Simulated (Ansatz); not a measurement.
# ZnCu$_{2}$SiTe$_{4}$: computed property card

ZnCu$_{2}$SiTe$_{4}$:
```xyz
8
Lattice="-2.9700 2.9700 5.8882 2.9700 -2.9700 5.8882 2.9700 2.9700 -5.8882" Properties=species:S:1:pos:R:3 pbc="T T T"
Zn     0.0000     0.0000     0.0000
Si     0.0000     0.0000     5.8882
Cu     0.0000     2.9700     2.9441
Cu     2.9700     0.0000     2.9441
Te     1.4438    -1.4438     7.4287
Te     1.5262     1.5262    -1.5405
Te    -1.4438     1.4438     7.4287
Te     1.4438     1.4438     4.3478
```

Space group I-42m (No. 121); conventional cell a = b = 5.940 Å, c = 11.776 Å, α = β = γ = 90.00°.

Method: DFT-PBEsol in the program Ansatz with PAW potentials. Geometry: relaxed at this level of theory. Other levels are named where they apply.

Cell and energy:

| Property | Value |
|---|---|
| Volume per atom | 25.97 Å³ |
| Density | 5.84 g/cm³ |
| Formation energy from the elements (no fitted shifts) | -0.13 eV/atom |

Electronic structure:

| Property | Value |
|---|---|
| Band gap | 0.20 eV (indirect) |
| Valence-band maximum | at Γ |
| Conduction-band minimum | at X (2 equivalent valleys) |
| Smallest direct gap on the standard path | 0.26 eV |
| Electron effective mass | 0.14, 0.21, 0.22 mₑ (principal values) |
| Hole effective mass, band 1 of 2 at the edge | 0.41 along x, 0.34 along z (mₑ) |
| Hole effective mass, band 2 of 2 at the edge | 0.045 along x, 0.34 along z (mₑ) |
| HSE06 gap on the PBEsol cell | 1.00 eV |

Mechanics:

| Quantity | Result |
|---|---|
| Elastic constants (relaxed ions, GPa) | C11 = 81.8, C12 = 46.6, C13 = 48.2, C33 = 81.3, C44 = 36.5, C66 = 35.3 |
| Mechanical stability | stable (all eigenvalues of C positive) |
| Hill bulk and shear moduli | 59.0 and 26.7 GPa |
| Young's modulus | 69.5 GPa |
| Poisson's ratio | 0.30 |
| Debye temperature from the elastic constants | 240 K |

The workflow started from a Materials Project entry (that database holds measured and hypothetical structures alike); the Crystallography Open Database copy checked does not list it. Whether it is the stable phase at ambient conditions was not checked. Symmetry was held in the PBEsol relaxation; whether a distortion lowers the energy is not shown. No spin polarisation was allowed. The references are the lowest solids computed at this level, not always the standard phases. Spin–orbit coupling is left out wherever it is not named.

Potentials: the later of the program's two PAW sets.
